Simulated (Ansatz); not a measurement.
ZnPt:
```
ZnPt
1.0
    2.85488     0.00000     0.00000
    0.00000     2.85488     0.00000
    0.00000     0.00000     3.47072
Zn Pt
1 1
Direct
  0.50000   0.50000   0.50000
  0.00000   0.00000   0.00000
```

Relaxed with r²SCAN. Special points in fractions of this cell's reciprocal vectors: Γ (0.000, 0.000, 0.000); X (0.000, 0.500, 0.000); M (0.500, 0.500, 0.000); Z (0.000, 0.000, 0.500); R (0.000, 0.500, 0.500); A (0.500, 0.500, 0.500).

Task: List the band energies nearest the Fermi level at these points for r²SCAN (plane waves, PAW; program Ansatz).

Result: In eV from the Fermi level; about four levels below and three above (degenerate sets whole), none deeper than 8.9 eV; points with the same levels are listed once.

```json
[
 {"k": "Γ", "below": "-4.24 -1.67 -1.67 -1.12", "above": "2.74 8.84 8.84"},
 {"k": "X", "below": "-4.54 -4.26 -2.91 -1.78", "above": "1.23 9.75 10.27"},
 {"k": "M", "below": "-2.77 -2.77 -0.44 -0.44", "above": "0.18 5.38 6.14"},
 {"k": "Z", "below": "-2.64 -2.64 -2.01 -1.20", "above": "12.74 14.63 14.63"},
 {"k": "R", "below": "-1.91 -1.76 -1.32 -1.31", "above": "3.30 4.68 14.39"},
 {"k": "A", "below": "-6.03 -5.46 -5.46 -1.40", "above": "0.20 3.22 5.34 5.34"}
]
```

Space group P4/mmm (L1₀ or tetragonal B2). The workflow started from a Materials Project entry (that database holds measured and hypothetical structures alike); the Crystallography Open Database files this formula in space group No. 123, but the cells were not matched. Its standing as an ambient phase is unchecked. Symmetry was held in the r²SCAN relaxation; its stability against distortions is not shown here. The run is not spin-polarised. Spin–orbit coupling is left out wherever it is not named.

Potentials: the later of the program's two PAW sets.
